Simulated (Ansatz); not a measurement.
## Sn: pressure against volume, fitted

```
CELL_PARAMETERS angstrom
-2.91585 2.91585 1.59065
2.91585 -2.91585 1.59065
2.91585 2.91585 -1.59065
ATOMIC_POSITIONS crystal
Sn 0.00000 0.00000 0.00000
Sn 0.75000 0.25000 0.50000
```

Atom numbers follow the list: Sn1, Sn2.

The cell is COD entry 1534488, as deposited and not checked against the literature; nothing was relaxed.

Spin–orbit coupling is left out, though it moves levels of the heavy atoms by tenths of an eV or more.

Method: DFT, LDA, all-electron LAPW, scalar-relativistic in Ansatz 0.2.0.

Sampling and basis: a Γ-centred 15×15×15 k mesh, Fermi–Dirac smearing of 0.05 eV, basis error target 0.5 meV/atom, no spin polarisation.

The cell is scaled evenly. Fractional coordinates are held (clamped ions).

| V (Å³/atom) | P (GPa) |
| --- | --- |
| 25.425 | 1.89 |
| 25.439 | 1.86 |
| 25.966 | 0.52 |
| 26.507 | -0.70 |
| 26.778 | -1.26 |
| 27.048 | -1.78 |
| 27.318 | -2.28 |
| 27.589 | -2.74 |
| 28.130 | -3.59 |

Fit a third-order Birch–Murnaghan curve to the pressures.

P = (3B0/2)(y^(7/2) − y^(5/2))[1 + (3/4)(B0′ − 4)(y − 1)] with y = (V0/V)^(2/3) fits within 0.01 GPa for V0 = 26.188 Å³/atom, B0 = 59.6 GPa and B0′ = 4.82.

Predict the pressure at the withheld volume, 28.671 Å³/atom.

There y = 0.9414, so the fit gives -4.34 GPa; the run gave -4.35 GPa.
